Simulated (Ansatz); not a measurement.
Input:

TaS2 (CdI2 type)

```cif
data_S2Ta
_chemical_formula_sum 'Ta1 S2'
_space_group_name_H-M_alt 'P-3m1'
_space_group_IT_number 164
_space_group_name_Hall '-P 3 2"'
_cell_length_a 3.32937
_cell_length_b 3.32937
_cell_length_c 5.78619
_cell_angle_alpha 90.000
_cell_angle_beta 90.000
_cell_angle_gamma 120.000
loop_
_atom_site_label
_atom_site_type_symbol
_atom_site_symmetry_multiplicity
_atom_site_Wyckoff_symbol
_atom_site_fract_x
_atom_site_fract_y
_atom_site_fract_z
_atom_site_occupancy
Ta1 Ta 1 a 0.00000 0.00000 0.00000 1
S1 S 2 d 0.33333 0.66667 0.26690 1
```

This relaxed cell (volume V₀) is scaled evenly in all directions, its shape held. The atoms relax within the cell's symmetry.

Calculation: PBE-D3(BJ) (plane waves to 420 eV, PAW, scalar-relativistic; Ansatz, an electronic-structure program). k mesh 16×16×8 (Γ-centred), Fermi-Dirac smearing 0.05 eV. E stands for the smeared free energy. Compression counts positive. With the shape held, the modulus is that of even scaling; a crystal free to change shape is softer. Spin-orbit coupling is left out, though Ta is heavy. TaS2 is run without spin polarisation. TaS2 was relaxed with its symmetry unable to fall. The PAW data are Ansatz's earlier set. The zero of ΔE is the relaxed starting cell.

The scan covers V/V₀ from 0.940 to 1.060 in 9 points.

What is ΔE at V/V₀ = 1.060?

11 meV/atom.

What pressure does the cell carry at V/V₀ = 0.940?

4.3 GPa.

What is ΔE at V/V₀ = 0.940?

14 meV/atom.

(A scan under strain: stresses follow from slopes of the energy per volume, elastic moduli from its curvatures.)
